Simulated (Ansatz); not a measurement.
ZrO2 in space group Pca2_1 (No. 29; Zr on 4a, O on 4a, O on 4a), r²SCAN in the plane-wave PAW code Ansatz, all energies at zero smearing, with the estimated change up to a 700 eV cutoff added, with one set of potentials and settings (totals compare only within such a set). Cell of 12 atoms (4 Zr, 8 O): -21352.759 eV.

```
element                            reference phase  E (eV/atom)
-------  -----------------------------------------  -----------
Zr                   P6_3/mmc, 2 atoms in the cell   -4195.0260
O        C2/m, 4 atoms in the cell, spin-polarised    -566.0281
```

Formation energy per atom, worked out: (-21352.759 − 4×(-4195.0260) − 8×(-566.0281))/12 = -3.703 eV/atom (-357 kJ per mol of atoms), at 0 K, without zero-point energy or fitted corrections.

Symmetry was held in the r²SCAN relaxation. No spin polarisation was allowed. The references are the lowest solids computed at this level, not always the standard phases (solids in place of the gases).

Potentials: the later of the program's two PAW sets.
